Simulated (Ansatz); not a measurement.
Cells of Cd relaxed with r2SCAN (plane waves to 500 eV, PAW, scalar-relativistic; Ansatz, an electronic-structure program), each with a space-group label. One label is wrong.

**A**, labelled I4/mmm (No. 139)
```xyz
1
Lattice="2.9447 0.0000 0.0000 0.0000 2.9447 0.0000 0.0000 0.0000 2.9447" Properties=species:S:1:pos:R:3 pbc="T T T"
Cd     1.4724     1.4724     1.4724
```

**B**, labelled Fm-3m (No. 225)
```
CELL_PARAMETERS angstrom
     -1.56616     1.56616     2.21268
      1.56616    -1.56616     2.21268
      1.56616     1.56616    -2.21268
ATOMIC_POSITIONS crystal
  Cd 0.50000 0.50000 0.00000
```

**C**, labelled P4₂/mmc (No. 131)
```yaml
crystal:
  lattice:
    - [5.46556, 0.00000, 0.00000]
    - [0.00000, 5.46556, 0.00000]
    - [0.00000, 0.00000, 5.40668]
  atoms:
    - { symbol: Cd, position: [0.00000, 0.50000, 0.50000] }
    - { symbol: Cd, position: [0.50000, 0.00000, 0.00000] }
    - { symbol: Cd, position: [0.00000, 0.00000, 0.00000] }
    - { symbol: Cd, position: [0.00000, 0.00000, 0.50000] }
```

**D**, labelled P6/mmm (No. 191)
```xyz
1
Lattice="2.9346 0.0000 0.0000 -1.4673 2.5414 0.0000 0.0000 0.0000 3.2611" Properties=species:S:1:pos:R:3 pbc="T T T"
Cd     0.0000     0.0000     0.0000
```

### Question
Which label is wrong, and what should it be (tolerance 0.01 Å)?

### Answer
A: its symmetry is Pm-3m (No. 221), cP1, AFLOW prototype A_cP1_221_a (A_h); a = b = c = 2.9447 Å, α = β = γ = 90.00°.

Each run could gain symmetry but not lose that of its start, so entries can be saddle points. All of these are generated cells (placed on structure types, drawn at random, substituted or restacked) that were not matched to a known phase here.

No spin polarisation in the result.
